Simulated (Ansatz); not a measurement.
Level of theory: Ansatz 0.2.0, DFT PBE, scalar-relativistic, plane waves, PAW. The final run on the 4-atom cell used 420 eV, a Γ-centred 12×12×16 mesh, 0.10 eV smearing and no spin polarisation.

Formation energies are uncorrected and refer to the elements' standard structures at the same level (O₂ as a molecule). The references include grey tin.

Question: Give a relaxed trial structure of a tetragonal metal made of Mg, O and Sn, with a formation energy near −1.20 eV/atom and about 14 Å³ per atom, in a cell of 4 atoms.

Answer: MgSnO2, space group P4/mmm (No. 123). Mg has 8 O at 2.62 Å and 2 Mg at 3.00 Å; Sn has 4 O at 2.15 Å; O is surrounded by 2 Sn at 2.15 Å and 4 Mg at 2.62 Å.

```xyz
4
Lattice="4.2920 0.0000 0.0000 0.0000 4.2920 0.0000 0.0000 0.0000 3.0042" Properties=species:S:1:pos:R:3 pbc="T T T"
Mg    2.1460    2.1460    1.5021
Sn    0.0000    0.0000    0.0000
O     2.1460    0.0000    0.0000
O     0.0000    2.1460    0.0000
```

| Item | Value |
| --- | --- |
| Volume per atom | 13.83 Å³ |
| Density | 5.25 g/cm³ |
| Energy over the elements | −1.20 eV/atom |
| Gap on the 12×12×16 mesh of the 4-atom cell | 0 eV (a metal) |

It was reached by relaxing an invented guess, and it needn't be the stable form of this composition. The answer needn't be unique; the calculation gave this one.

A structure relaxed within its symmetry needn't be a true minimum.
